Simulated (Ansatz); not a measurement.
# From the elastic tensor of In$_{3}$GaP$_{4}$ to moduli and sound speeds

Level of theory: DFT PBE, scalar-relativistic, plane waves, PAW (Ansatz 0.2.0). Cutoff 420 eV, 6×6×6 k-points (Γ-centred), fixed occupations. No spin polarisation.

Space group P-43m (No. 215), cubic, a = 5.846 Å. In is surrounded by 4 P at 2.57 Å; Ga is surrounded by 4 P at 2.42 Å; P is surrounded by 1 Ga at 2.42 Å and 3 In at 2.57 Å.

The structure comes from a generated guess, relaxed at this level; another structure or a mixture of phases may lie lower.

Relaxed-ion constants (GPa, on the Cartesian axes of the calculation):
C11 = 94.2, C12 = 47.4, C13 = 47.4, C22 = 94.2, C23 = 47.4, C33 = 94.2, C44 = 45.4, C55 = 45.4, C66 = 45.4 GPa; the others vanish.

Density 4.473 g/cm³; 8 atoms in 199.76 Å³.

With S = C⁻¹: B_V = (C11+C22+C33+2(C12+C13+C23))/9, G_V = (C11+C22+C33−C12−C13−C23+3(C44+C55+C66))/15, 1/B_R = S11+S22+S33+2(S12+S13+S23), 15/G_R = 4(S11+S22+S33−S12−S13−S23)+3(S44+S55+S66); Hill is their mean. Then v_l = √((B+4G/3)/ρ), v_t = √(G/ρ), v_m = [(2/v_t³+1/v_l³)/3]^(−1/3) and Θ = (ħ/k_B)·v_m·(6π²n/V)^(1/3) for n atoms in the volume V; E = 9BG/(3B+G), ν = (3B−2G)/(2(3B+G)) and A^U = 5G_V/G_R + B_V/B_R − 6.

| Property | Result |
| --- | --- |
| Bulk modulus, Voigt / Reuss / Hill | 63.0 / 63.0 / 63.0 GPa |
| Shear modulus, Voigt / Reuss / Hill | 36.6 / 33.0 / 34.8 GPa |
| Young's modulus | 88 GPa |
| Poisson ratio | 0.267 |
| Pugh ratio B/G | 1.81 (over 1.75, the rule of thumb for ductile) |
| Universal anisotropy index | 0.54 |
| Longitudinal and transverse sound speeds | 4945 and 2790 m/s |
| Debye temperature from the mean sound speed | 316 K |
